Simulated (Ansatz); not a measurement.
# Relaxing a structure of GaN

The start is a generated trial cell of GaN in the wurtzite structure type. The cell and all atomic positions are relaxed at zero pressure with r2SCAN (plane waves to 500 eV, PAW, scalar-relativistic; Ansatz, an electronic-structure program). The first steps use a coarse 8×8×5 k-mesh.

Starting cell:
```
CELL_PARAMETERS angstrom
      3.19751     0.00000     0.00000
     -1.59876     2.76913     0.00000
      0.00000     0.00000     5.23679
ATOMIC_POSITIONS crystal
  Ga 0.66667 0.33333 0.00000
  Ga 0.33333 0.66667 0.50000
  N  0.66667 0.33333 0.62520
  N  0.33333 0.66667 0.12520
```

**Question.** How large is the pressure on the unrelaxed cell, and of which sign?

**Answer.** -3.6 GPa (negative: the cell is under tension).

**Question.** By how much does the energy per atom fall from start to end?

**Answer.** 0.003 eV/atom.

**Question.** How do the shortest distances between atoms change?

**Answer.** The closest pairs of elements (up to four, under 3.6 Å), start → end: Ga–N 1.96 → 1.95 Å; Ga–Ga 3.20 → 3.18 Å; N–N 3.20 → 3.18 Å.

**Question.** What band gap does the relaxed structure have at this level?

**Answer.** 2.35 eV, direct at Γ (no spin-orbit coupling).

**Question.** What does it relax into? Give the structure.

**Answer.** 
```cif
data_Ga2N2
_chemical_formula_sum 'Ga2 N2'
_space_group_name_H-M_alt 'P63mc'
_space_group_IT_number 186
_space_group_name_Hall 'P 6c -2c'
_cell_length_a 3.18330
_cell_length_b 3.18330
_cell_length_c 5.18388
_cell_angle_alpha 90.000
_cell_angle_beta 90.000
_cell_angle_gamma 120.000
loop_
_atom_site_label
_atom_site_type_symbol
_atom_site_symmetry_multiplicity
_atom_site_Wyckoff_symbol
_atom_site_fract_x
_atom_site_fract_y
_atom_site_fract_z
_atom_site_occupancy
Ga1 Ga 2 b 0.66667 0.33333 0.00099 1
N1 N 2 b 0.33333 0.66667 0.12421 1
```

The space group stays P6₃mc (No. 186) (the run could not lower it); the end is wurtzite type, with 4 atoms in the primitive cell. Final values are on a 12×12×7 k-mesh of the relaxed cell. No spin polarisation in the result.

The run could not lose the symmetry of its start.
